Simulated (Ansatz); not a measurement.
# YNi$_{2}$B$_{2}$C: computed properties

Level of theory: DFT r2SCAN, scalar-relativistic, plane waves, PAW in Ansatz.

Settings: cutoff 500 eV, Γ-centred mesh 14×14×14 on the computed 6-atom cell, Gaussian smearing of 0.10 eV; no spin polarisation.

The structure is relaxed at this level of theory with its symmetry kept. Whether it is the stable form of this composition wasn't checked.

```cif
data_structure
_symmetry_space_group_name_H-M 'I4/mmm'
_symmetry_Int_Tables_number 139
_cell_length_a 3.5177
_cell_length_b 3.5177
_cell_length_c 10.4145
_cell_angle_alpha 90.000
_cell_angle_beta 90.000
_cell_angle_gamma 90.000
_cell_volume 128.87
loop_
_atom_site_label
_atom_site_type_symbol
_atom_site_symmetry_multiplicity
_atom_site_Wyckoff_symbol
_atom_site_fract_x
_atom_site_fract_y
_atom_site_fract_z
_atom_site_occupancy
Y1 Y 2 b 0.50000 0.50000 0.00000 1
Ni1 Ni 4 d 0.00000 0.50000 0.25000 1
B1 B 4 e 0.00000 0.00000 0.14331 1
C1 C 2 a 0.00000 0.00000 0.00000 1
```

```
Space group                                       : I4/mmm (No. 139)
Volume per atom                                   : 10.74 Å³
Generalised Kohn–Sham band gap                    : none (metal)
Density of states at the Fermi level              : 3.88 states/eV per cell
Löwdin character within 0.5 eV of the Fermi level : Ni 3d 43 %, Y 4d 19 %, B 2p 19 %, B 2s 7 %, unprojected 4 %
Bulk modulus                                      : 194 GPa
Its pressure derivative                           : 4.3
Bader charges (e)                                 : Y (1 in the cell) 1.85, Ni (2 in the cell) -0.14, B (2 in the cell) 0.47, C (1 in the cell) -2.52
```

Spin polarisation was left out, and a magnetic state may lie lower.

A ferromagnetic start lost its moments in a first run, so spin was left out; other magnetic orders weren't tried.

Cost: 6 runs of about 42 core-minutes in all, on Arm Neoverse V1 (shared hosts).